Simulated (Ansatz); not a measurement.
## Relaxing lanthanum (omega (AlB2-type))

These are results of Ansatz, DFT, r2SCAN, plane waves (500 eV) with PAW, scalar-relativistic, not measurements. The PAW files were generated under PBE, with cores re-solved for the functional.

k-point mesh 6×6×9, Fermi-Dirac smearing 0.1 eV, no spin polarisation. Cell and atoms relax.

Starting structure:

```cif
data_structure
_symmetry_space_group_name_H-M 'P 1'
_symmetry_Int_Tables_number 1
_cell_length_a 5.9575
_cell_length_b 5.9575
_cell_length_c 3.6519
_cell_angle_alpha 90.000
_cell_angle_beta 90.000
_cell_angle_gamma 120.000
_cell_volume 112.25
loop_
_atom_site_label
_atom_site_type_symbol
_atom_site_fract_x
_atom_site_fract_y
_atom_site_fract_z
_atom_site_occupancy
La1 La 0.00000 0.00000 0.00000 1
La2 La 0.33333 0.66667 0.50000 1
La3 La 0.66667 0.33333 0.50000 1
```

Question: What cell does the relaxation end in?

Answer: P6/mmm with a = 5.980 Å, c = 3.628 Å (c/a = 0.607); 37.44 Å³ per atom against 37.42 at the start (0.1 %).

Question: How much energy does the relaxation gain?

Answer: 0.2 meV per atom.
